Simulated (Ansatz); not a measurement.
A crystal relaxed with r2SCAN in Ansatz has space group P-42_1m (No. 113) and a = 4.463 Å, c = 5.912 Å.

```
atom  site       x       y       z
  Xx    2c  0.0000  0.5000  0.1343
   O    4e  0.6816  0.8184  0.1539
  Si    2c  0.0000  0.5000  0.6135
   O    4e  0.7035  0.7965  0.5985
```

r2SCAN gives a direct gap of 2.91 eV at Γ. HSE06 gives a direct gap of 4.04 eV at Γ. The PBE gap is direct at Γ: 2.20 eV. Meshes: r2SCAN 6×6×4, HSE06 4×4×4, PBE 6×6×4. r2SCAN's ε∞ is 3.6 along x and y, 4.0 along z.

Question: Which element is Xx?
A. Pb
B. Ge
C. Hf
D. Sn

Answer: D. Xx is Sn: a 12-atom cell of SnSiO₄ built on the rutile structure (relaxed group P-42_1m). Around Sn lie 6 O at 2.01–2.05 Å; around O lie 1 Si at 1.79 Å and 2 Sn at 2.01–2.05 Å; around Si lie 6 O at 1.79–1.87 Å; around O lie 2 Si at 1.79–1.87 Å and 1 Sn at 2.04 Å.

The calculation is spin-unpolarised, and the structure need not be a phase that has been made.

Spin-orbit coupling is left out, which matters wherever the heavy atoms make up the band edges.

The meshes of the hybrids are coarse, so their gaps aren't converged to the digits shown.

For a response run the program warns that the ground state's bands aren't all converged, so ε∞ carries an extra error.
